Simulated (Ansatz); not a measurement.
# Data sheet: Ag (DFT)

Ag:
```
CELL_PARAMETERS angstrom
      2.86956     0.00000     0.00000
     -1.43478     2.48511     0.00000
      0.00000     0.00000     9.35615
ATOMIC_POSITIONS crystal
  Ag 0.00000 0.00000 0.00000
  Ag 0.00000 0.00000 0.50000
  Ag 0.33333 0.66667 0.25000
  Ag 0.66667 0.33333 0.75000
```

Space group P6_3/mmc (No. 194), dhcp (α-La type); conventional cell a = b = 2.870 Å, c = 9.356 Å, α = β = 90.00°, γ = 120.00°.

Method: PBEsol (plane waves, PAW; program Ansatz). The cell and atoms are relaxed at this level. Other levels are named where they apply.

Cell and energy:

| Property | Result |
|---|---|
| Volume per atom | 16.68 Å³ |
| Density | 10.74 g/cm³ |

Electronic structure:

| Property | Result |
|---|---|
| Electronic character | metallic (no gap) |
| Density of states at the Fermi level | 0.28 states/eV per atom (mean over ±0.08 eV) |

The first step of the workflow began from a Materials Project structure, measured or hypothetical; the Crystallography Open Database files this formula in space group No. 194, but the cells were not matched. It is not the phase usual at ambient conditions (space group No. 225). The cell was relaxed with PBEsol under the symmetry of its start; whether a distortion lowers the energy is not shown. No spin polarisation was allowed. Axis ratios of metals converge slowly with the k-mesh, so a and c are less sure than the volume. Scalar-relativistic: spin–orbit coupling is off unless named, which matters more the heavier the elements.

Potentials: the earlier of the program's two PAW sets. The files were generated under PBE; for other functionals the program regenerates the frozen cores, and for LDA and PBEsol the local potential too.
